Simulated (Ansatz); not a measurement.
Cell and atoms are relaxed with the symmetry kept. Start:

```
Ti Rh
1.0
     3.84840    0.00000    0.00000
     0.00000    3.84840    0.00000
     0.00000    0.00000    3.84840
Ti Rh
1 3
Cartesian
  0.0000 0.0000 0.0000
  0.0000 1.9242 1.9242
  1.9242 0.0000 1.9242
  1.9242 1.9242 0.0000
```

Computed with DFT LDA, scalar-relativistic, plane waves, PAW (Ansatz).

Plane waves to 420 eV, a k mesh through Γ of 12×12×12 on the computed 4-atom cell and Gaussian smearing (0.10 eV); no spin polarisation.

What does it relax to?

The volume drops by 0.85 Å³/atom to 13.40 Å³/atom, and the energy falls by 41.4 meV/atom. Final structure:
```xyz
4
Lattice="3.7706 0.0000 0.0000 0.0000 3.7706 0.0000 0.0000 0.0000 3.7706" Properties=species:S:1:pos:R:3 pbc="T T T"
Ti    0.0000    0.0000    0.0000
Rh    0.0000    1.8853    1.8853
Rh    1.8853    0.0000    1.8853
Rh    1.8853    1.8853    0.0000
```